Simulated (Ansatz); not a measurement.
HCl in space group I4/mmm (No. 139; H on 2a, Cl on 2b) under volume change, plane-wave PAW r²SCAN+D4 (Ansatz code), shape and atoms relaxed at each volume.

```
V (Å³/atom)  E − E(relaxed) (meV/atom)  P (GPa)
-----------  -------------------------  -------
16.862                             [?]      [?]
17.418                             1.4     0.45
17.974                             0.3     0.21
18.529                             0.0     0.00
19.085                             0.3    -0.14
19.641                             1.0    -0.26
20.197                             [?]      [?]
```

What belongs in the gaps?


- 20.197, E − E(relaxed) (meV/atom): 2.0
- 20.197, P (GPa): -0.35
- 16.862, E − E(relaxed) (meV/atom): 3.5
- 16.862, P (GPa): 0.78

What does a third-order Birch–Murnaghan fit give for V₀, B₀ and B′?

V₀ = 18.56 Å³/atom, B₀ = 5.7 GPa, B′ = 7.5.

The workflow started from an entry of the Crystallography Open Database (COD); the relaxed space group is not among those it files for this formula. COD files the formula under space group No. 36, 69, 225, so this cell is another polymorph or a model. The r²SCAN+D4 relaxation kept the symmetry of its start; whether a distortion lowers the energy is not shown. The substance is a gas or liquid at ambient conditions.

Potentials: the later of the program's two PAW sets.
